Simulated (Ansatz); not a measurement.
Input:

GeS2:
```xyz
6
Lattice="3.3889 0.0000 0.0000 -1.6945 2.9349 0.0000 0.0000 0.0000 12.6784" Properties=species:S:1:pos:R:3 pbc="T T T"
Ge     0.0000     1.9566     3.1696
Ge     1.6945     0.9783     9.5088
S      0.0000     1.9566     7.9722
S      1.6945     0.9783     1.6330
S      1.6945     0.9783     4.7062
S      0.0000     1.9566    11.0454
```

This is the PBE-relaxed structure.

All from DFT-PBE in the program Ansatz with PAW potentials, unless another level is named. Predict the electronic character.

metallic (no gap).

Next, the density of states at the Fermi level?

0.35 states/eV per atom (mean over ±0.08 eV).

What about the formation energy from the elements (no fitted shifts)?

0.15 eV/atom.

Space group P6_3/mmc. The cell is a constructed one: a structure type filled with these elements; neither database checked (COD, Materials Project) lists it. COD files the formula under space group No. 14, 43, 82, 122, 217, so this cell is another polymorph or a model. Its standing as an ambient phase is unchecked. The PBE relaxation kept the symmetry of its start; its stability against distortions is not shown here. A crystal of weakly bound layers computed without a dispersion correction: the cell and the soft elastic constants depend strongly on that. The references are the lowest solids computed at this level, not always the standard phases. Spin–orbit coupling is left out wherever it is not named.

Potentials: the later of the program's two PAW sets.
